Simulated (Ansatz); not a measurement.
Every step of a relaxation of Bi

DFT, PBEsol, PAW with Ansatz's default frozen-core files, scalar-relativistic (Ansatz 0.2.0); a Γ-centred 14×14×14 k mesh, Fermi–Dirac smearing of 0.05 eV, no spin polarisation. The run relaxes cell and atoms at a target pressure of 0 GPa.

Command: `ansatz run input.yaml --threads 1 --pin off --max-ram 3072MiB --backend cpu --events-out ev --progress --plain --runs-dir out` It took 99 s on 1 thread of Arm Neoverse V1, on a shared host, peak memory 0.58 GiB.

```yaml
crystal:
  lattice:
    - [2.2731689774, 1.312414721, 3.9539647457]
    - [-2.2731689774, 1.312414721, 3.9539647457]
    - [0.0, -2.624829442, 3.9539647457]
  atoms:
    - { symbol: Bi, position: [0.763, 0.763, 0.763] }
    - { symbol: Bi, position: [0.237, 0.237, 0.237] }
kpoints:
  mp_grid: { grid: [14, 14, 14] }
scf:
  occupations: { method: fermi_dirac, width: 0.05 }
hamiltonian:
  xc: pbesol
  pseudopotentials: { kind: paw }
output:
  forces: true
  stress: true
relax:
  f_tol: 0.003
  max_steps: 80
  cell: {}
```

Each step lists its free energy a cell above the last geometry, the pressure, the cell vectors (Å), and Cartesian positions (Å) with forces (eV/Å).

The first step:

```
step 1  dF = 9.27 meV  P = -1.31 GPa
  cell 2.2732 1.3124 3.9540  -2.2732 1.3124 3.9540  0.0000 -2.6248 3.9540
  Bi 0.0000 0.0000 9.0506   0.0000 0.0000 0.1483
  Bi 0.0000 0.0000 2.8113   0.0000 0.0000 -0.1483
```

Spin–orbit coupling is left out, which matters for the heavy atoms. The PAW files were made under PBE.

Task: Where does the relaxation end, and by which steps?

Result: After 5 geometries, with conventional a, b, c = 4.523, 4.523, 11.658 Å, at 34.430 Å³/atom (-2.71 % against the start) in space group R-3m, with a shortest distance of 3.081 Å. The further steps:
```
step 2  dF = 5.13 meV  P = 0.94 GPa
  cell 2.2498 1.2990 3.8844  -2.2498 1.2990 3.8844  0.0000 -2.5979 3.8844
  Bi 0.0000 0.0000 8.9121   0.0000 0.0000 -0.1778
  Bi 0.0000 0.0000 2.7412   0.0000 0.0000 0.1778
step 3  dF = 0.32 meV  P = -0.09 GPa
  cell 2.2606 1.3052 3.9070  -2.2606 1.3052 3.9070  0.0000 -2.6103 3.9070
  Bi 0.0000 0.0000 8.9521   0.0000 0.0000 -0.0160
  Bi 0.0000 0.0000 2.7689   0.0000 0.0000 0.0160
step 4  dF = 0.18 meV  P = -0.04 GPa
  cell 2.2606 1.3052 3.9010  -2.2606 1.3052 3.9010  0.0000 -2.6104 3.9010
  Bi 0.0000 0.0000 8.9370   0.0000 0.0000 -0.0139
  Bi 0.0000 0.0000 2.7661   0.0000 0.0000 0.0139
step 5  dF = 0.00 meV  P = 0.00 GPa
  cell 2.2617 1.3058 3.8862  -2.2617 1.3058 3.8862  0.0000 -2.6115 3.8862
  Bi 0.0000 0.0000 8.8984   0.0000 0.0000 0.0011
  Bi 0.0000 0.0000 2.7601   0.0000 0.0000 -0.0011
step 6  dF = 0.32 meV  P = 0.00 GPa  (same geometry on a basis chosen anew; earlier energies don't compare to the last digit)
  cell 2.2617 1.3058 3.8862  -2.2617 1.3058 3.8862  0.0000 -2.6115 3.8862
  Bi 0.0000 0.0000 8.8984   0.0000 0.0000 0.0011
  Bi 0.0000 0.0000 2.7601   0.0000 0.0000 -0.0011
```
